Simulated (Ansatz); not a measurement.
## CdPd: energy along a strain

CdPd, P4/mmm, a = 3.028 Å, c = 3.631 Å (as given, not relaxed at this level: 2.1 GPa). The structure is a COD entry; whether it is the stable form wasn't checked. Ansatz: r2SCAN, PAW, 500 eV, Γ-centred 16×16×14 mesh on 2 atoms, Gaussian smearing 0.15 eV; no spin polarisation. Cell vectors (Å): 3.028 0.000 0.000; 0.000 3.028 0.000; 0.000 0.000 3.631. The cell is strained by x per cent times the pattern (1 0 0 0 0 0) in the order xx yy zz yz xz xy (engineering shears), with fractional coordinates held. y is the free energy over the start, V0 = 16.642 Å³/atom. Points with a strain past 8.5 % were computed too (3) and aren't used here.

```
x (%) y (meV/atom)
-7.50         88.00
-5.00         39.81
-2.50         11.89
 0.00          0.00
 2.50          0.23
 5.00          9.16
 7.50             ?
```

Q: Fit y = c1 x + c2 x² + c3 x³ to the other rows, get the stiffness along the pattern, and predict the missing energy.

A: Least squares on the rows shown. y = −2.0391 x + 0.98023 x² − 0.041567 x³. The clamped-ion stiffness p·C·p = 2 × 9.802 eV × 160.2 / 16.642 Å³ = 189 GPa, which is C11 in these axes (second derivative at the start, which stands under stress). At x = 7.50 the fit asked for gives 22.31 meV/atom. The run gave 24.50 meV/atom, so the fit is 2.19 meV/atom too low, 2.5 % of the span of the series, against an rms of 0.08 meV/atom on the fitted rows. The row lies outside the fitted range. With a term in x⁴ added, a fit to the same known rows predicts 23.74 meV/atom, so most of the miss is curvature that the known rows already hold.